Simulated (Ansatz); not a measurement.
Task: Name crystals whose computed values (LDA (plane waves, PAW; program Ansatz)) fall in these windows: G_Hill (GPa) 18 to 24; B₀ by P(V) fit (GPa) 86 to 120; Θ_D (K) 170 to 240.

Result: 

```tsv
crystal	G_Hill (GPa)	B₀ by P(V) fit (GPa)	Θ_D (K)
Zr, hcp (Mg type)	21.9	101	214
```
Others may fit too.

The cell was relaxed under the symmetry of its start. Rows with no word on spin ran without spin polarisation. Scalar-relativistic: spin–orbit coupling is off unless named, which matters more the heavier the elements.

Potentials: the later of the program's two PAW sets.
